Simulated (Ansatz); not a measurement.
Ansatz input

```yaml
crystal:
  lattice:
    - [2.5561591618, 0.0, 0.0]
    - [-1.2780795809, 2.2136987702, 0.0]
    - [0.0, 0.0, 8.3484158223]
  atoms:
    - { symbol: Cu, position: [0.0, 0.0, 0.0] }
    - { symbol: Cu, position: [0.0, 0.0, 0.5] }
    - { symbol: Cu, position: [0.3333333333, 0.6666666667, 0.25] }
    - { symbol: Cu, position: [0.6666666667, 0.3333333333, 0.75] }
hamiltonian:
  xc: r2scan
  pseudopotentials:
    kind: paw
    azcp:
      Cu: "pseudopotentials/Cu.paw.azcp"
basis:
  ecutwfc: 500
  fft_grid_basis: typed
kpoints:
  mp_grid: { grid: [14, 14, 4], shift: [0, 0, 0] }
magnetization:
  spin_polarized: false
scf:
  occupations: { method: fermi_dirac, width: 0.1 }
relax:
  max_steps: 60
  f_tol: 0.01
  cell: {}
output:
  write_density: true
  write_potential: true
  elf: true
  volumetric_format: npy
```

Output

```
Engine: ansatz 0.2.0, x86_64-unknown-linux-gnu
Pseudopotentials: kind: paw
Pseudopotential: Cu, paw, valence charge 19, recommended cutoff 500 eV (meta_gga) 
Functional definition: r2SCAN
  parameter k0 = 0.174
  parameter k1 = 0.065
  parameter a1 = 4.9479
  exchange = r2scan_x(k0 = k0, k1 = k1, a1 = a1)
  correlation = r2scan_c
Crystal: 4 atoms, lattice volume = 47.240 Å³
Basis set: ecut = 500 eV, 1207 PW (Γ), exchange–correlation on 80×80×256 points (64 copies of the dense FFT grid, shifted against one another)
Bands: 46, of which v1, the nominal top of the filled ones, is band 38 counted from 1 (37 counted from 0)
Symmetry: 24 space group operations
Space group: P63/mmc (ITA 194), of the structure as read, at distance tolerance 3.6e-5 Å
k-points: 72 of 784
Non-local potential: Cu, projectors of the file, l = 0: 3, l = 1: 2, l = 2: 3, l = 3: 1
PAW form: soft (Blöchl's): semilocal exchange-correlation on the pseudo side does not see the compensation charge
PAW frozen core: Cu, regenerated for the run's functional (the file was generated under x = pbe(κ = 0.804, μ = 0.2195149727645171), c = pbe(β = 0.06672455060314922))
PAW one-centre angular grid: Cu, 590 points (default); XC on 160 Gauss nodes
Initial density: superposition of atomic densities (neutral atoms: chi_scale 0, normalization atom), corrected by the library's trained network
Initial wavefunctions: pseudopotential atomic-orbital guess
Functional: x = r2scan, c = r2scan; τ floored in thin density (d = 2e-4 eV/Å³)
SCF iter   1: F=—  HF=-26524.999934 eV  |F-HF|=—  |Δ(HF+E_count)|=         —  Δρ=4.02e-2  dr2=4.19e-1  dr2_τ=3.28e-3  ethr=1.77e-3  ⟨swp⟩=5.1  Hψ=10447  notcnv=0  defer=60
SCF iter   2: F=—  HF=-26524.955934 eV  |F-HF|=—  |Δ(HF+E_count)|=   4.40e-2  Δρ=1.18e-2  dr2=2.36e-2  dr2_τ=4.85e-3  ethr=5.51e-4  ⟨swp⟩=2.0  Hψ=5811  notcnv=0  defer=139
SCF iter   3: F=—  HF=-26524.930957 eV  |F-HF|=—  |Δ(HF+E_count)|=   2.50e-2  Δρ=9.30e-3  dr2=2.74e-2  dr2_τ=1.73e-4  ethr=3.11e-5  ⟨swp⟩=2.0  Hψ=6345  notcnv=0  defer=139
SCF iter   4: F=—  HF=-26524.924133 eV  |F-HF|=—  |Δ(HF+E_count)|=   6.82e-3  Δρ=1.74e-3  dr2=1.11e-3  dr2_τ=5.15e-5  ethr=3.11e-5  ⟨swp⟩=1.5  Hψ=3873  notcnv=0  defer=139
SCF iter   5: F=—  HF=-26524.925112 eV  |F-HF|=—  |Δ(HF+E_count)|=   9.78e-4  Δρ=3.02e-3  dr2=2.79e-3  dr2_τ=1.66e-5  ethr=1.46e-6  ⟨swp⟩=2.0  Hψ=5955  notcnv=0  defer=139
SCF iter   6: F=—  HF=-26524.924731 eV  |F-HF|=—  |Δ(HF+E_count)|=   3.80e-4  Δρ=5.98e-4  dr2=1.30e-4  dr2_τ=1.26e-6  ethr=1.46e-6  ⟨swp⟩=2.0  Hψ=4658  notcnv=0  defer=139
SCF iter   7: F=—  HF=-26524.924720 eV  |F-HF|=—  |Δ(HF+E_count)|=   1.08e-5  Δρ=1.22e-4  dr2=6.82e-6  dr2_τ=3.43e-8  ethr=1.71e-7  ⟨swp⟩=2.3  Hψ=4519  notcnv=0  defer=139
...
E sigma→0 (E₀):  -26524.924364 eV
Entropy (-TS):   -0.043826 eV (-10.957 meV/atom)
Fermi energy:    17.175607 eV
--- Per-component energies (eV) ---
  E_band       = -1500.586466
  E_kinetic    = 1200.050799
  E_local      = -16016.244734  (includes V_loc(G=0)·N_el)
  E_nonlocal   = 1581.435503
  E_hartree    = 7080.993020
  E_xc         = -335.705173
  E_vxc        = -499.457087  (∫ρ·V_xc dr)
  E_paw        = -6712.411382  (= ΣΔE_a)
  E_vpaw       = -1964.320087  (= ΣTr[D̂ρ^β])
  E_aug_tail   = 0.000603  (compensation charges beyond the density's cutoff)
  E_vtau       = 35.962199  (kinetic-family band-sum trace: ∫τ·v_τ [+ j·A + Jᵃ·Aᵃ] dr)
  E_ewald      = -13321.816654
  E_core_change = -1.204432  (= ΣΔE_core)
  E_smearing   = -0.043826  (= −TS)
  E_closure    = -0.000000  (closes the sum)
  Σ components = -26524.946278   (vs F -26524.946278, Δ=0.00e0)
--- Forces (eV/Å), atoms counted from 1 ---
  atom   1  Cu     0.00000000    -0.00000000    -0.00000000
  atom   2  Cu     0.00000000     0.00000000     0.00000000
  atom   3  Cu    -0.00000000     0.00000000     0.00000000
  atom   4  Cu     0.00000000    -0.00000000    -0.00000000
  max |Σ_I F_I| component: 4.63e-18 eV/Å
--- Stress (GPa, compression-positive) ---
       -0.028418       0.000000      -0.000000
        0.000000      -0.028418       0.000000
       -0.000000       0.000000      -0.027700
  P = ⅓ Tr σ = -0.0282 GPa (-0.282 kbar)
--- Band table (eV; the first three rows and the last of 72) ---
  k-point 0: bands = ["-99.2875", "-99.2836", "-99.2706", "-99.2668", "-55.1638", "-55.1074", "-55.0959", "-55.0593", "-55.0593", "-55.0547", "-55.0547", "-55.0408", "-55.0408", "-55.0391", "-55.0362", "-55.0362", "7.2549", "9.5102", "9.5174", "11.8049", "13.7402", "13.7431", "13.9834", "13.9834", "13.9972", "13.9972", "14.0197", "14.1919", "14.1919", "14.2243", "14.2243", "14.7183", "14.7183", "14.9868", "14.9868", "15.1555", "15.1555", "15.4646", "15.4646", "16.0534", "21.3575", "30.4433", "30.4454", "39.4542", "40.1657", "40.4237"]
  k-point 1: bands = ["-99.2870", "-99.2843", "-99.2700", "-99.2673", "-55.1592", "-55.1261", "-55.0772", "-55.0587", "-55.0587", "-55.0555", "-55.0555", "-55.0438", "-55.0399", "-55.0399", "-55.0367", "-55.0367", "7.4066", "8.5764", "10.5283", "11.7122", "13.7986", "13.8671", "13.9877", "14.0038", "14.0038", "14.0199", "14.0199", "14.1589", "14.1589", "14.1896", "14.1896", "14.7601", "14.7601", "14.9377", "14.9377", "15.2220", "15.2220", "15.4194", "15.4298", "15.4298", "22.3725", "27.3764", "33.7216", "39.5419", "39.8291", "40.5402"]
  k-point 2: bands = ["-99.2858", "-99.2858", "-99.2685", "-99.2685", "-55.1459", "-55.1459", "-55.0573", "-55.0573", "-55.0573", "-55.0573", "-55.0573", "-55.0573", "-55.0382", "-55.0382", "-55.0382", "-55.0382", "7.8551", "7.8551", "11.3313", "11.3313", "13.9028", "13.9028", "14.0454", "14.0454", "14.0454", "14.0454", "14.1293", "14.1293", "14.1293", "14.1293", "14.4185", "14.4185", "14.8490", "14.8490", "14.8490", "14.8490", "15.3372", "15.3372", "15.3372", "15.3372", "24.6127", "24.6127", "37.1109", "37.1109", "39.7940", "39.7940"]
  k-point 71: bands = ["-99.2717", "-99.2717", "-99.2587", "-99.2587", "-55.1394", "-55.1394", "-55.1279", "-55.1279", "-55.1185", "-55.1185", "-55.1006", "-55.1006", "-55.0764", "-55.0764", "-55.0684", "-55.0684", "12.8181", "12.8181", "12.8656", "12.8656", "13.0616", "13.0616", "13.2045", "13.2045", "13.7709", "13.7709", "13.8222", "13.8222", "14.5576", "14.5576", "14.9173", "14.9173", "15.3642", "15.3642", "15.4854", "15.4854", "20.1211", "20.1211", "20.8065", "20.8065", "22.6463", "22.6463", "24.5327", "24.5327", "26.0878", "26.0878"]
--- Relaxed structure (4 steps of the walk, 4 accepted, 1 SCFs on fresh bases) ---
  F+E_penalty+E_count = -26524.94627754 eV   max|allowed force component| = 5.782e-18 eV/Å   (the final SCF, on the basis selected at the relaxed cell)
  cell:  # Å, volume = 45.8068 Å³
    - [2.530248998093297, 1.90657071203288e-33, -6.582208410589704e-34]
    - [-1.2651244990466486, 2.191259910248919, -8.40389257034112e-19]
    - [-2.1497492668799167e-33, -3.169319631335829e-18, 8.261758256370676]
  atoms:
    - { symbol: Cu, position: [-9.89561268023143e-36, -5.6640978336626785e-36, -5.7673515112973835e-36] }
    - { symbol: Cu, position: [-4.81482486096809e-35, 0.0, 0.5] }
    - { symbol: Cu, position: [0.3333333333333333, 0.6666666666666669, 0.25] }
    - { symbol: Cu, position: [0.6666666666666667, 0.33333333333333337, 0.75] }
```

Launched by

```sh
ansatz run input.yaml --threads 1 --pin off --max-ram 3584MiB --backend cpu --events-out ev --progress --plain --runs-dir out
```

On 1 thread of Intel(R) Xeon(R) Platinum 8259CL CPU @ 2.50GHz (Skylake/Cascade Lake) (shared host) this took about 150 s of wall time and 150 s of CPU time.
